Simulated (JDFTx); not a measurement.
Cd(1 0 -1 0) slab cut from bulk Cd (space group P6_3/mmc, indices of the conventional cell, lattice of the Materials Project entry mp-94, not re-optimised): 6 atoms in 6 planes, a 1x1 cell of 17.41 Å² (|a| = 2.958, |b| = 5.886 Å), 6.3 Å between the outermost planes, cell height 22.0 Å, 8×4×1 k mesh, Fermi smearing 0.01 Ha, no spin polarisation.

Level of theory: PBE, GBRV ultrasoft potentials, plane waves to 20/100 Ha; code: a modified build of JDFTx. Liquid on both sides: CANDLE, water, 1 M NaF; nuclei fixed. On the negative side CANDLE's cavity feels the periodic box, so those points shift with the cell height.

Charging data:

| U − U_pzc (V) | σ (μC/cm²) |
|---|---|
| -0.51 | -17.03 |
| -0.31 | -7.24 |
| -0.21 | -4.00 |
| 0.00 | 0.00 |
| 0.14 | 1.85 |
| 0.49 | 6.83 |
| 0.69 | 9.85 |

Worked example: a check of Lippmann's equation. The grand free energy per area against the neutral slab, Δγ = [F(N) − F(N₀) − μ(N − N₀)]/2A, is taken from the total energies of the same runs.

```csv
U − U_pzc (V),Δγ (mJ/m²)
-0.51,-34.1
-0.31,-9.5
-0.21,-3.6
0.00,0.0
0.14,-1.3
0.49,-16.3
0.69,-33.0
```

Δγ is largest at zero charge and falls away from it, as dγ/dU = −σ demands. At 0.69 V the computed -33.0 mJ/m² stands beside -33.8 mJ/m² from the constant-capacitance formula.
